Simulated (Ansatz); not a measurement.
MoPd (rock salt, Fm-3m) under volume change, the program Ansatz at the PBE level (PAW), scaled uniformly.

```tsv
V (Å³/atom)	E − E(relaxed) (meV/atom)	P (GPa)
16.120	91.3	20.07
16.651	38.2	12.20
17.183	[?]	[?]
17.714	0.0	0.00
18.246	8.0	-4.69
18.777	30.3	-8.63
19.309	[?]	[?]
```

Problem. What belongs in the gaps?

Solution. 
- 19.309, E − E(relaxed) (meV/atom): 64.6
- 19.309, P (GPa): -11.94
- 17.183, E − E(relaxed) (meV/atom): 9.0
- 17.183, P (GPa): 5.58

Problem. What does a third-order Birch–Murnaghan fit give for V₀, B₀ and B′?

Solution. V₀ = 17.71 Å³/atom, B₀ = 170 GPa, B′ = 4.7.

The start of the workflow was typed in or built on a structure type; neither database checked (COD, Materials Project) lists it. Whether it is the stable phase at ambient conditions was not checked. The PBE relaxation kept the symmetry of its start; its stability against distortions is not shown here. No spin polarisation was allowed. The volume moved by 17 % from the start of the relaxation. Its formation energy is positive at this level, so the cell may be metastable or incomplete. Spin–orbit coupling is left out wherever it is not named.

Potentials: the later of the program's two PAW sets.
